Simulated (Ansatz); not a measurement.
This Si2P3 structure is the end of a relaxation. The cell was found from a structure generator's guess, not taken from experiment.

All numbers below come from DFT PBE, scalar-relativistic, plane waves, PAW in Ansatz. Cutoff 420 eV, Γ-centred mesh, Gaussian smearing, no spin polarisation.

```cif
data_structure
_symmetry_space_group_name_H-M 'P 1'
_symmetry_Int_Tables_number 1
_cell_length_a 17.5461
_cell_length_b 17.5461
_cell_length_c 17.5461
_cell_angle_alpha 11.745
_cell_angle_beta 11.745
_cell_angle_gamma 11.745
_cell_volume 194.52
loop_
_atom_site_label
_atom_site_type_symbol
_atom_site_fract_x
_atom_site_fract_y
_atom_site_fract_z
_atom_site_occupancy
Si1 Si 0.72386 0.72386 0.72386 1
Si2 Si 0.87723 0.87723 0.87723 1
Si3 Si 0.12277 0.12277 0.12277 1
Si4 Si 0.27614 0.27614 0.27614 1
P1 P 0.37164 0.37164 0.37164 1
P2 P 0.52057 0.52057 0.52057 1
P3 P 0.47943 0.47943 0.47943 1
P4 P 0.62836 0.62836 0.62836 1
P5 P 0.76689 0.76689 0.76689 1
P6 P 0.23311 0.23311 0.23311 1
```

The zero of energy is the elements' standard structures at the same level; no fitted shifts are applied. The references include black phosphorus.

(1) Find its symmetry and describe it.

(2) What is its formation energy per atom?

(3) Is it a metal?

Answers

(1) R-3m (No. 166). Conventional cell: a = 3.591 Å, c = 52.270 Å. Around Si on its first site lie 4 P at 2.25–2.30 Å; around Si on its second site lie 6 P at 2.38–2.41 Å; P on its first site has 3 Si at 2.30 Å; P on its second site is surrounded by 1 P at 2.15 Å and 3 Si at 2.41 Å; 1 more site not described.

(2) −0.08 eV/atom. A negative formation energy is needed for stability but isn't enough: competing phases decide.

(3) There is no gap on the 12×12×4 mesh, but valence and conduction bands overlap by only 0.24 eV, so at this level it is a semimetal.

The last run used a 12×12×4 mesh (in the run's order of axes) for its 10-atom cell and Gaussian smearing of 0.10 eV. Weakly bound directions are ill-defined at this level, which has no dispersion term. The zero gap may come from the functional, which often closes small gaps, or the cell may be a true semimetal. The reference form of P is held partly by dispersion forces, which this level lacks. This cell was reached by moving the atoms of another relaxed cell at random and relaxing again, last within the group found; it had no such test of its own.
